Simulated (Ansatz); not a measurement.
A crystal relaxed with r2SCAN in Ansatz 0.2.0 has space group I-4m2 (No. 119) and a = 4.175 Å, c = 17.734 Å.

```json
{"atom": "Xx", "site": "2a", "x": "0.0000", "y": "0.0000", "z": "0.0000"}
{"atom": "Ga", "site": "4f", "x": "0.0000", "y": "0.5000", "z": "0.0722"}
{"atom": "Sb", "site": "4e", "x": "0.5000", "y": "0.5000", "z": "0.1613"}
{"atom": "Ga", "site": "2d", "x": "0.5000", "y": "0.0000", "z": "0.2500"}
```

r2SCAN gives a direct gap of 0.46 eV at Γ. The HSE06 gap is direct at Γ: 0.80 eV. Meshes: r2SCAN 8×8×8, HSE06 6×6×6.

Q: Which element is Xx?
A. Bi
B. As
C. N
D. P

A: D. Xx is P: Ga3Sb2P as one 6-atom ordering (I-4m2) on the zincblende lattice. Around P lie 4 Ga at 2.45 Å; around Ga lie 2 P at 2.45 Å and 2 Sb at 2.62 Å; around Sb lie 4 Ga at 2.61–2.62 Å; around Ga lie 4 Sb at 2.61 Å.

Simulation only: spin-unpolarised, and no claim that this is the phase found in nature.

No spin-orbit coupling is included; it can move band edges with weight on the heavy atoms by tenths of an eV.
